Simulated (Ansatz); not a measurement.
The cell is In₃GaAs₄ as one 8-atom ordering (Pmm2) on the zincblende lattice; cell and atoms were relaxed with r2SCAN. Space group Pmm2 (No. 25), orthorhombic; a = 4.238 Å, b = 8.485 Å, c = 6.000 Å in the conventional setting, 26.97 Å³ an atom. Around Ga lie 4 As at 2.47–2.51 Å; around As lie 2 Ga at 2.51 Å and 2 In at 2.64 Å; around In lie 4 As at 2.63–2.64 Å; around As lie 1 Ga at 2.47 Å and 3 In at 2.63–2.66 Å; around In lie 4 As at 2.63–2.66 Å; around As lie 4 In at 2.63 Å.

3 runs of Ansatz 0.2.0 on this cell differ in the functional (and in the settings that go with it). Levels are in eV from each run's valence top; v1 is the last filled band, c1 the first empty one.

Run A, mean stress +2.2 GPa (compression positive):
```tsv
point	v4	v3	v2	v1	c1	c2
Γ	-0.93	-0.26	-0.08	-0.03	0.00	1.45
X	-2.30	-2.25	-1.20	-0.95	1.52	1.56
S	-2.31	-2.16	-2.05	-1.98	2.54	2.58
```

Run B, mean stress 0.0 GPa (compression positive):
```tsv
point	v4	v3	v2	v1	c1	c2
Γ	-0.96	-0.08	-0.03	0.00	0.17	1.72
X	-2.38	-2.33	-1.24	-0.97	1.79	1.83
S	-2.38	-2.22	-2.10	-2.03	2.84	2.87
```

Run C, mean stress +0.1 GPa (compression positive):
```tsv
point	v4	v3	v2	v1	c1	c2
Γ	-1.01	-0.06	-0.03	0.00	0.50	2.04
X	-2.50	-2.46	-1.31	-1.03	2.08	2.12
S	-2.50	-2.32	-2.21	-2.14	3.22	3.22
```

Problem. Match the runs to PBE, r2SCAN, HSE06.

Solution. A is PBE, B is r2SCAN, C is HSE06. In order of the gap: PBE 0, r2SCAN 0.17, HSE06 0.50 eV.

Note: simulated data, non-magnetic, for a generated structure that need not be the stable one.

No spin-orbit coupling is included; it can move band edges with weight on the heavy atoms by tenths of an eV.

The program warns that its thresholds are loose for a hybrid's stress.

The meshes of the hybrids are coarse, so their gaps aren't converged to the digits shown.
